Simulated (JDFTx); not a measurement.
Cd(1 1 -2 2) slab cut from bulk Cd (space group P6_3/mmc, indices of the conventional cell, lattice of the Materials Project entry mp-94, not re-optimised): 12 atoms in 6 planes, a 1x1 cell of 33.76 Å² (|a| = 5.124, |b| = 6.588 Å), 6.7 Å between the outermost planes, cell height 22.6 Å, 4×4×1 k mesh, Fermi smearing 0.01 Ha, no spin polarisation.

Level of theory: PBE, GBRV ultrasoft potentials, plane waves to 20/100 Ha; code: a modified build of JDFTx. Liquid: CANDLE, acetonitrile, 1 M KCl. Between zero charge and 0.60 V from it the run gives σ = 6.6 μC/cm², a mean capacitance of 11.0 μF/cm². The liquid has ε = 38.8, a 1:1 salt at 1 M with linear (Debye) response, and T = 298 K.

Worked example: the Debye length, the diffuse-layer capacitance, and the inner capacitance that is left when the two stand in series.

Each ion has density c = 1 × 6.022×10⁻⁴ = 6.022e-04 Å⁻³. λ² = ε kT / (8π (e²/4πε₀) c) with kT = 0.02568 eV and e²/4πε₀ = 14.40 eV Å gives λ = 2.14 Å; the log prints 2.14 Å. C_diffuse = ε₀ε/λ = 161 μF/cm². Then 1/C_inner = 1/11.0 − 1/161, so C_inner = 11.8 μF/cm², which equals a vacuum gap of ε₀/C_inner = 0.75 Å. The diffuse layer takes 7 % of the potential drop; the rest lies between the electrode's charge and the onset of the dielectric, with the electrode's own (quantum) capacitance in it. The split is a model: in the calculation solvent and ions share one smooth cavity.
